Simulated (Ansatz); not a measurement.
InAg3:
```cif
data_Ag3In
_chemical_formula_sum 'In1 Ag3'
_space_group_name_H-M_alt 'Pm-3m'
_space_group_IT_number 221
_space_group_name_Hall '-P 4 2 3'
_cell_length_a 4.13809
_cell_length_b 4.13809
_cell_length_c 4.13809
_cell_angle_alpha 90.000
_cell_angle_beta 90.000
_cell_angle_gamma 90.000
loop_
_atom_site_label
_atom_site_type_symbol
_atom_site_symmetry_multiplicity
_atom_site_Wyckoff_symbol
_atom_site_fract_x
_atom_site_fract_y
_atom_site_fract_z
_atom_site_occupancy
In1 In 1 a 0.00000 0.00000 0.00000 1
Ag1 Ag 3 c 0.00000 0.50000 0.50000 1
```

Relaxed with PBEsol.

**Question.** Which orbitals make up the states near the Fermi level in PBEsol (plane waves, PAW; program Ansatz)?

**Answer.** Within 0.5 eV of the Fermi level: In 5p 47 %, Ag 5s 18 %, Ag 4d 15 %, In 5s 9 %, outside the projected shells 11 %. Projections are on Löwdin-orthogonalised atomic valence shells; empty p or d shells of many metals are not among them.

**Question.** Tabulate the density of states.

**Answer.** States/eV per cell of 4 atoms, in 0.25 eV bins, energy from the Fermi level.

```csv
E (eV),total,Ag 4d,In 5p,Ag 5s
-7.85,1.00,0.16,0.09,0.32
-7.60,2.51,0.86,0.13,0.42
-7.35,1.76,0.66,0.07,0.20
-7.10,0.34,0.14,0.01,0.02
-6.85,0.00,0.00,0.00,0.00
-6.60,0.77,0.49,0.12,0.13
-6.35,4.63,3.25,0.58,0.65
-6.10,5.05,4.10,0.40,0.47
-5.85,14.83,13.05,0.89,0.76
-5.60,11.36,10.59,0.42,0.26
-5.35,9.63,9.01,0.40,0.13
-5.10,10.49,9.77,0.42,0.19
-4.85,9.25,8.58,0.41,0.17
-4.60,9.09,8.66,0.23,0.12
-4.35,15.50,15.07,0.17,0.17
-4.10,11.00,10.64,0.15,0.14
-3.85,8.29,7.86,0.14,0.18
-3.60,5.58,5.12,0.14,0.16
-3.35,5.37,4.82,0.16,0.17
-3.10,1.45,0.84,0.19,0.19
-2.85,1.22,0.52,0.20,0.30
-2.60,1.31,0.46,0.21,0.38
-2.35,1.04,0.33,0.22,0.25
-2.10,0.94,0.24,0.32,0.16
-1.85,0.66,0.16,0.23,0.10
-1.60,0.93,0.28,0.38,0.12
-1.35,1.17,0.36,0.48,0.19
-1.10,1.33,0.32,0.53,0.24
-0.85,1.30,0.28,0.54,0.26
-0.60,1.25,0.25,0.55,0.24
-0.35,1.24,0.21,0.57,0.23
-0.10,1.22,0.18,0.58,0.22
0.15,1.16,0.16,0.55,0.20
0.40,1.13,0.15,0.53,0.19
0.65,1.13,0.14,0.52,0.19
0.90,1.09,0.13,0.48,0.19
1.15,1.08,0.12,0.47,0.20
1.40,1.07,0.11,0.45,0.21
1.65,1.06,0.10,0.44,0.22
1.90,1.03,0.09,0.42,0.23
2.15,1.13,0.10,0.39,0.36
2.40,1.18,0.10,0.35,0.47
2.65,1.17,0.09,0.34,0.46
2.90,1.26,0.08,0.36,0.49
3.15,1.21,0.07,0.33,0.47
3.40,1.20,0.06,0.28,0.47
3.65,1.39,0.06,0.25,0.55
3.90,1.43,0.05,0.23,0.58
4.15,1.33,0.05,0.22,0.51
4.40,1.19,0.04,0.20,0.42
4.65,1.36,0.04,0.23,0.42
```

The workflow started from an entry of the Crystallography Open Database (COD). Whether it is the stable phase at ambient conditions was not checked. The cell was relaxed with PBEsol under the symmetry of its start; of distortions, only those at the zone centre were tested. The run is not spin-polarised. Scalar-relativistic: spin–orbit coupling is off unless named, which matters more the heavier the elements.

Potentials: the later of the program's two PAW sets.
